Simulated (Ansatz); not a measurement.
## TiB$_{2}$: pressure against volume, fitted

```
CELL_PARAMETERS angstrom
3.02920 0.00000 0.00000
-1.51460 2.62336 0.00000
0.00000 0.00000 3.22840
ATOMIC_POSITIONS crystal
Ti 0.00000 0.00000 0.00000
B 0.33333 0.66667 0.50000
B 0.66667 0.33333 0.50000
```

Atom numbers follow the list: Ti1, B2, B3.

The cell comes from COD entry 2002799, which wasn't checked; take it as a given geometry.

Theory: DFT, PBEsol, all-electron LAPW, scalar-relativistic in Ansatz 0.2.0.

Numerical set-up: a Γ-centred 14×14×11 k mesh, Fermi–Dirac smearing of 0.03 eV, basis error target 1 meV/atom, no spin polarisation.

The cell is scaled evenly. Fractional coordinates are held (clamped ions).

```
V (Å³/atom)  P (GPa)
      8.039    12.06
      8.210     5.74
      8.381     0.01
      8.466    -2.65
      8.552    -5.19
      8.637    -7.60
      8.723    -9.89
      8.894   -14.15
```

(1) Fit a third-order Birch–Murnaghan curve to the pressures.

(2) Predict the pressure at the withheld volume, 9.065 Å³/atom.

## Answers

(1) P = (3B0/2)(y^(7/2) − y^(5/2))[1 + (3/4)(B0′ − 4)(y − 1)] with y = (V0/V)^(2/3) fits within 0.01 GPa for V0 = 8.381 Å³/atom, B0 = 267.1 GPa and B0′ = 3.84.

(2) There y = 0.9490, so the fit gives -18.02 GPa; the run gave -18.02 GPa.
